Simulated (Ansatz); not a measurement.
A geometry of Al away from equilibrium: the start of the relaxation of a relaxed Al cell shaken by Gaussian noise of σ = 0.08 Å a coordinate. All values below come from r2SCAN (plane waves to 500 eV, PAW, scalar-relativistic; Ansatz, a program for electronic structure). Γ-centred k-mesh 9×9×9 on the run's cell, Fermi–Dirac smearing 0.05 eV.

```xyz
8
Lattice="5.0719 0.0000 0.0000 0.0000 5.0719 0.0000 0.0000 0.0000 5.0719" Properties=species:S:1:pos:R:3:forces:R:3 pbc="T T T" free_energy=-4321.992 pressure_GPa=1.9
Al     1.3520     0.0029     2.6249   -2.4294   -0.0450   -0.2646
Al     3.6710    -0.0138     2.5391    2.5516   -0.0438   -0.2234
Al    -0.1119     2.5489     1.2782    0.6080    0.2385    0.5319
Al     0.0266     2.5637     3.8858    0.2423    0.4144   -0.9161
Al     2.4878     1.1888    -0.0204   -0.0099    1.3513    0.0488
Al     2.5078     3.8357     0.0278   -0.0198   -1.0984   -0.0406
Al    -0.0556     0.1629    -0.0752    0.0936   -0.9444    0.5346
Al     2.6664     2.5111     2.5090   -1.0364    0.1274    0.3293
```

Positions in Å, forces in eV/Å, free energy of the cell in eV (comparable only within this code, potentials and settings). Largest force: 2.56 eV/Å, on Al2 (atoms numbered as listed); the geometry lies 0.07 eV/atom above the end of its relaxation.

No spin polarisation in the result.

The end of the path is a generated cell of Al: the first start was made by placing the elements on the sites of a structure type, and the end was not matched to a known phase here, so it may be hypothetical. Known forms of Al include space group No. 225.
